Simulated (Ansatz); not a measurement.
Here is the system:

GaAs:
```cif
data_AsGa
_chemical_formula_sum 'Ga1 As1'
_space_group_name_H-M_alt 'P 1'
_space_group_IT_number 1
_cell_length_a 4.00170
_cell_length_b 4.00170
_cell_length_c 4.00170
_cell_angle_alpha 60.000
_cell_angle_beta 60.000
_cell_angle_gamma 60.000
loop_
_space_group_symop_operation_xyz
  'x, y, z'
loop_
_atom_site_label
_atom_site_type_symbol
_atom_site_fract_x
_atom_site_fract_y
_atom_site_fract_z
_atom_site_occupancy
Ga1 Ga 0.00000 0.00000 0.00000 1
As1 As 0.75000 0.75000 0.75000 1
```

This is the PBEsol-relaxed structure.

All from the program Ansatz at the PBEsol level (PAW), unless another level is named. Estimate the electronic dielectric constant ε∞ (DFPT).

14.2.

Predict the Born charges (a third of the trace).

Ga +2.12, As -2.12 e.

Space group F-43m (zinc blende). Symmetry was held in the PBEsol relaxation. Spin–orbit coupling is left out wherever it is not named.

Potentials: the earlier of the program's two PAW sets. The files were generated under PBE; for other functionals the program regenerates the frozen cores, and for LDA and PBEsol the local potential too.
